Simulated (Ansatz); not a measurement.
Start of a relaxation of Mg2Ge2N:

```cif
data_structure
_symmetry_space_group_name_H-M 'P-6m2'
_symmetry_Int_Tables_number 187
_cell_length_a 3.9751
_cell_length_b 3.9751
_cell_length_c 6.7768
_cell_angle_alpha 90.000
_cell_angle_beta 90.000
_cell_angle_gamma 120.000
_cell_volume 92.74
loop_
_atom_site_label
_atom_site_type_symbol
_atom_site_symmetry_multiplicity
_atom_site_Wyckoff_symbol
_atom_site_fract_x
_atom_site_fract_y
_atom_site_fract_z
_atom_site_occupancy
Mg1 Mg 1 a 0.00000 0.00000 0.00000 1
Mg2 Mg 1 f 0.66667 0.33333 0.50000 1
Ge1 Ge 2 i 0.66667 0.33333 0.13265 1
N1 N 1 b 0.00000 0.00000 0.50000 1
```

Level of theory: DFT PBE, scalar-relativistic, plane waves, PAW (Ansatz). Cutoff 420 eV, Gaussian smearing, Γ-centred meshes. Cell and atoms relax first on a coarse mesh and then on a finer one. In between, the cell is made exact in the group found at 0.06 Å. In metals the finer mesh still leaves noise of several meV/atom or more. The steps can't lower the symmetry of their start. No spin polarisation.

A guess keeps its type if space group and coordination stay and the shape of the cell changes little (axis ratios within about 15 %, angles within 6°); the volume may change.

Question: Does it keep its structure type, or change into something else?

Answer: It doesn't keep its type. The symmetry stays P-6m2 (No. 187). The volume per atom grows by 6.0 %, from 18.5 to 19.7 Å³. The shortest distance goes from 1.80 Å (Ge–Ge) to 1.95 Å (Mg–N). The ratio c/a of the conventional cell changes by a factor of 1.72. Counting neighbours within 15 % of an atom's shortest distance, the start has Ge 1, Mg 5/6, N 3 and the end Ge 4, Mg 3/6, N 3. In detail, at the end Mg on its first site is surrounded by 6 Ge at 2.92 Å and 6 Mg at 3.38 Å; Ge has 4 Mg at 2.79–2.92 Å, 6 Ge at 3.38 Å and 3 N at 3.41 Å; N is surrounded by 3 Mg at 1.95 Å, 6 N at 3.38 Å and 6 Ge at 3.41 Å; 1 more site not described.

```yaml
crystal:
  lattice:
    - [3.37969, 0.00000, 0.00000]
    - [-1.68985, 2.92690, 0.00000]
    - [0.00000, 0.00000, 9.93829]
  atoms:
    - { symbol: Mg, position: [0.33333, 0.66667, 0.00000] }
    - { symbol: Mg, position: [0.00000, 0.00000, 0.50000] }
    - { symbol: Ge, position: [0.00000, 0.00000, 0.21895] }
    - { symbol: Ge, position: [0.00000, 0.00000, 0.78105] }
    - { symbol: N, position: [0.33333, 0.66667, 0.50000] }
```

The last run used a 12×12×4 mesh (in the run's order of axes) for its 5-atom cell and Gaussian smearing of 0.10 eV. The cell is a metal run without spin; a magnetic state may lie lower. A structure relaxed within its symmetry needn't be a true minimum. Another cell of Mg2Ge2N relaxed alike, in P-3m1, lies 0.68 eV/atom lower, so this cell isn't the stable form at this level.

In counts of neighbours, a slash parts the counts of unlike sites.
